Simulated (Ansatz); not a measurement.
Ru:
```yaml
crystal:
  lattice:
    - [2.69839, 0.00000, 0.00000]
    - [-1.34920, 2.33688, 0.00000]
    - [0.00000, 0.00000, 4.26461]
  atoms:
    - { symbol: Ru, position: [0.33333, 0.66667, 0.75000] }
    - { symbol: Ru, position: [0.66667, 0.33333, 0.25000] }
```

Relaxed with PBE+D3(BJ). Special points in fractions of this cell's reciprocal vectors: Γ (0.000, 0.000, 0.000); M (0.500, 0.000, 0.000); K (0.333, 0.333, 0.000); A (0.000, 0.000, 0.500); L (0.500, 0.000, 0.500); H (0.333, 0.333, 0.500).

### Question
List the band energies nearest the Fermi level at these points for plane-wave PAW PBE+D3(BJ) (Ansatz code).

### Answer
In eV from the Fermi level; about four levels below and three above (degenerate sets whole), none deeper than 8.9 eV; … stands for higher levels left out; points with the same levels are listed once.

```
k                                below                above
-  -----------------------------------  -------------------
Γ              -1.97 -1.97 -1.44 -1.44          1.18 1.18 …
M              -3.09 -2.12 -1.84 -1.56       1.42 1.84 1.93
K              -3.85 -2.90 -2.90 -1.11       1.01 1.01 1.45
A  -2.83 -2.83 -2.83 -2.83 -2.76 -2.76                    …
L              -4.61 -4.61 -1.10 -1.10  0.43 0.43 1.68 1.68
H              -2.77 -2.77 -1.23 -1.23          1.22 1.22 …
```

Space group P6_3/mmc (hcp (Mg type)). Symmetry was held in the PBE+D3(BJ) relaxation. No spin polarisation was allowed. The pairwise dispersion correction was not fitted to metals. Spin–orbit coupling is left out wherever it is not named.

Potentials: the earlier of the program's two PAW sets.
